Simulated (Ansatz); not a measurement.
## Clamped-ion strain scan in AlCu

Method: DFT PBEsol, scalar-relativistic, plane waves, PAW (Ansatz 0.2.0). Settings: plane waves to 420 eV, k-mesh 16×16×16 (Γ-centred), Gaussian smearing 0.15 eV. No spin polarisation. Energies are free energies at this smearing, counted from the undisturbed cell; pressure is positive in compression.

Zero of the scan (as given, not relaxed at this level; it stands at -4.8 GPa, and it needn't be the usual structure):

```xyz
2
Lattice="2.9975 0.0000 0.0000 0.0000 2.9975 0.0000 0.0000 0.0000 2.9975" Properties=species:S:1:pos:R:3 pbc="T T T"
Al    0.0000    0.0000    0.0000
Cu    1.4988    1.4988    1.4988
```

The cell is strained by ε times the Voigt pattern (0, 0, 0, 0, 0, 1) (xx, yy, zz, yz, xz, xy; engineering shear) with fractional coordinates fixed. The cell is metallic on the mesh throughout.

| ε | ΔE (meV/atom) |
| --- | --- |
| -0.0600 | 5.2 |
| -0.0300 | 1.1 |
| 0.0000 | 0.0 |
| 0.0075 | 0.1 |
| 0.0150 | 0.2 |
| 0.0225 | 0.6 |
| 0.0375 | 1.8 |
| 0.0450 | 2.7 |
| 0.0525 | 3.8 |

Task: Predict the stress summed along the pattern (GPa, tension positive) at each point.

Result:
| ε | stress summed along the pattern (GPa, tension positive) |
| --- | --- |
| -0.0600 | -2.58 |
| -0.0300 | -1.00 |
| 0.0000 | 0.00 |
| 0.0075 | 0.21 |
| 0.0150 | 0.44 |
| 0.0225 | 0.70 |
| 0.0375 | 1.33 |
| 0.0450 | 1.71 |
| 0.0525 | 2.13 |